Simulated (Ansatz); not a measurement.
Values for one crystal, relaxed and computed with r²SCAN (plane waves, PAW; program Ansatz); other levels are named.

- Volume per atom: 24.11 Å³
- Electronic character: metallic (no gap)
- Density of states at the Fermi level: 0.32 states/eV per atom (mean over ±0.08 eV)
- Gap with spin–orbit coupling: none (metallic)
- Pressure derivative B′: 5.5
- Bulk modulus (Birch–Murnaghan fit): 61.4 GPa
- Formation energy from the elements (no fitted shifts): -0.68 eV/atom

Problem. Which compound is it?
A) In3S4, Fd-3m (In on 8a, In on 16d, S on 32e)
B) Zr4Rh2O, Fd-3m (Zr on 16c, Zr on 48f, Rh on 32e, O on 16d)
C) Ti7S12, P-1 (Pearson symbol aP38)
D) Sc2InC, P6_3/mmc (Sc on 4f, In on 2d, C on 2a)

Solution. A, In3S4, Fd-3m (In on 8a, In on 16d, S on 32e)

The workflow started from an entry of the Crystallography Open Database (COD). Its standing as an ambient phase is unchecked. Symmetry was held in the r²SCAN relaxation; its stability against distortions is not shown here. The references are the lowest solids computed at this level, not always the standard phases. Spin–orbit coupling is left out wherever it is not named.

Potentials: the later of the program's two PAW sets.
